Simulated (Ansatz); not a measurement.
SrIr₂ (cubic Laves (MgCu2 type), Fd-3m), r²SCAN in the plane-wave PAW code Ansatz, all energies at zero smearing, with the estimated change up to a 700 eV cutoff added, with one set of potentials and settings (totals compare only within such a set). Cell of 6 atoms (2 Sr, 4 Ir): -54907.082 eV.

```tsv
element	reference phase	E (eV/atom)
Sr	P6_3/mmc, 2 atoms in the cell	-3555.1144
Ir	Fm-3m, 1 atoms in the cell	-11948.7272
```

Formation energy per atom, worked out: (-54907.082 − 2×(-3555.1144) − 4×(-11948.7272))/6 = -0.324 eV/atom (-31 kJ per mol of atoms), at 0 K, without zero-point energy or fitted corrections.

The first step of the workflow began from a Materials Project structure, measured or hypothetical; the Crystallography Open Database files this formula in space group No. 227, but the cells were not matched. Whether it is the stable phase at ambient conditions was not checked. Symmetry was held in the r²SCAN relaxation; its stability against distortions is not shown here. The run is not spin-polarised. The references are the lowest solids computed at this level, not always the standard phases. Spin–orbit coupling is left out wherever it is not named.

Potentials: the later of the program's two PAW sets.
